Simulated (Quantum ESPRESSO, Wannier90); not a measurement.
Wannierisation of Ge (diamond)

```xyz
2
Lattice="0.0000 2.8374 2.8374 2.8374 0.0000 2.8374 2.8374 2.8374 0.0000" Properties=species:S:1:pos:R:3 pbc="T T T"
Ge     0.0000     0.0000     0.0000
Ge     1.4187     1.4187     1.4187
```

Materials Project entry mp-32; symmetrised, unrelaxed at this level. This is the element's usual structure. Method: PBEsol plane waves in Quantum ESPRESSO 7.5 (PseudoDojo norm-conserving files, 63 Ry, no spin polarisation, no spin-orbit coupling), Bloch states on a 10×10×10 mesh through Γ, Wannier90 4.0.1. Density: 10×10×10 mesh, cold smearing 0.01 Ry. Spin-orbit coupling, left out, would split the p-like bands by a few tenths of an eV.

A tight-binding model is made by disentanglement and projection with no localisation steps (num_iter = 0), so the 8 orbitals stay atom-like: hydrogen-like Ge: s;p, axes along x, y, z; frozen window up to 1.50 eV relative to the Fermi level. It follows pw.x to 11 meV rms for states up to 1.0 eV relative to the Fermi level. Matrix elements depend on this choice of orbitals and windows.

### Question
Which pairs of orbitals on different sites are coupled most strongly? Give distance, modulus and how many such pairs a cell has.

### Answer
```
orbital  orbital  distance of the centres (Å)  modulus (eV)  pairs
-------  -------  ---------------------------  ------------  -----
Ge s        Ge s                         2.46          1.52      4
Ge px       Ge s                         2.46          1.37      8
Ge py       Ge s                         2.46          1.37      8
Ge pz       Ge s                         2.46          1.37      8
Ge px      Ge pz                         2.46          1.36      8
Ge px      Ge py                         2.46          1.36      8
Ge py      Ge pz                         2.46          1.36      8
Ge pz      Ge pz                         4.01          0.40      4
Ge py      Ge py                         4.01          0.40      4
Ge px      Ge px                         4.01          0.40      4
Ge px      Ge px                         4.01          0.17      8
Ge pz      Ge pz                         4.01          0.17      8
Ge py      Ge py                         4.01          0.17      8
Ge py       Ge s                         4.01          0.12      8
Ge pz       Ge s                         4.01          0.12      8
Ge px       Ge s                         4.01          0.12      8
Ge px      Ge py                         6.18          0.11      8
Ge px      Ge pz                         6.18          0.11      8
Ge py      Ge pz                         6.18          0.11      8
Ge px      Ge px                         2.46          0.10      4
Ge py      Ge py                         2.46          0.10      4
Ge pz      Ge pz                         2.46          0.10      4
Ge px      Ge pz                         4.01          0.09     16
Ge py      Ge pz                         4.01          0.09     16
Ge px      Ge py                         4.01          0.09     16
Ge px      Ge px                         6.18          0.09      4
Ge py      Ge py                         6.18          0.09      4
Ge pz      Ge pz                         6.18          0.09      4
Ge px      Ge px                         6.18          0.08      8
Ge py      Ge py                         6.18          0.08      8
```
